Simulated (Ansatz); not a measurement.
Input, command and steps of an Ansatz relaxation.

```yaml
crystal:
  lattice:
    - [2.1542, 1.2437279499, 3.758]
    - [-2.1542, 1.2437279499, 3.758]
    - [0.0, -2.4874558998, 3.758]
  atoms:
    - { symbol: Sb, position: [0.23349, 0.23349, 0.23349] }
    - { symbol: Sb, position: [0.76651, 0.76651, 0.76651] }
basis:
  ecutwfc: 420
kpoints:
  mp_grid: { grid: [12, 12, 12] }
hamiltonian:
  xc: pbesol
scf:
  occupations: { method: gaussian, width: 0.1 }
output:
  forces: true
  stress: true
  eigenvalues: true
relax:
  adjacent_minimum: "off"
  f_tol: 0.005
  max_steps: 80
  cell: { stress_tol: 0.05 }
```

```bash
ansatz run input.yaml --threads 1 --pin off --max-ram 2560MiB --backend cpu --events-out ev --progress --plain --runs-dir out
```

These are results of DFT PBEsol, scalar-relativistic, plane waves, PAW (Ansatz 0.2.0), not measurements.

Of 5 frames 4 are shown, positions in Å and forces in eV/Å; the SCF threshold varies from step to step. Steps run on the plane waves of an earlier cell, with a Pulay correction in the pressure. The basis is chosen afresh for the last frame, the zero of the energies, and at times for earlier ones too; energy and pressure step there, also at an unchanged geometry.

```xyz
2
Lattice="2.1542 1.2437 3.7580 -2.1542 1.2437 3.7580 0.0000 -2.4875 3.7580" Properties=species:S:1:pos:R:3:forces:R:3 pbc="T T T" step=1 free_energy_over_end_meV_per_atom=2.33 pressure_GPa=0.04
Sb    0.0000    0.0000    2.6324    0.0000    0.0000    0.1385
Sb    0.0000    0.0000    8.6416    0.0000    0.0000   -0.1385
2
Lattice="2.1565 1.2450 3.7330 -2.1565 1.2450 3.7330 0.0000 -2.4901 3.7330" Properties=species:S:1:pos:R:3:forces:R:3 pbc="T T T" step=2 free_energy_over_end_meV_per_atom=0.75 pressure_GPa=-0.38
Sb    0.0000    0.0000    2.6393    0.0000    0.0000   -0.0595
Sb    0.0000    0.0000    8.5598    0.0000    0.0000    0.0595
2
Lattice="2.1589 1.2464 3.7004 -2.1589 1.2464 3.7004 0.0000 -2.4928 3.7004" Properties=species:S:1:pos:R:3:forces:R:3 pbc="T T T" step=3 free_energy_over_end_meV_per_atom=-0.02 pressure_GPa=-0.06
Sb    0.0000    0.0000    2.6161    0.0000    0.0000   -0.0122
Sb    0.0000    0.0000    8.4850    0.0000    0.0000    0.0122
2
Lattice="2.1610 1.2477 3.6868 -2.1610 1.2477 3.6868 0.0000 -2.4953 3.6868" Properties=species:S:1:pos:R:3:forces:R:3 pbc="T T T" step=5 free_energy_over_end_meV_per_atom=0.00 pressure_GPa=0.00
Sb    0.0000    0.0000    2.6068    0.0000    0.0000    0.0008
Sb    0.0000    0.0000    8.4537    0.0000    0.0000   -0.0008
```

The run took 2 min on 1 thread of Intel(R) Xeon(R) Processor @ 2.50GHz (Skylake/Cascade Lake), with other jobs on the host, peak memory 0.5 GiB.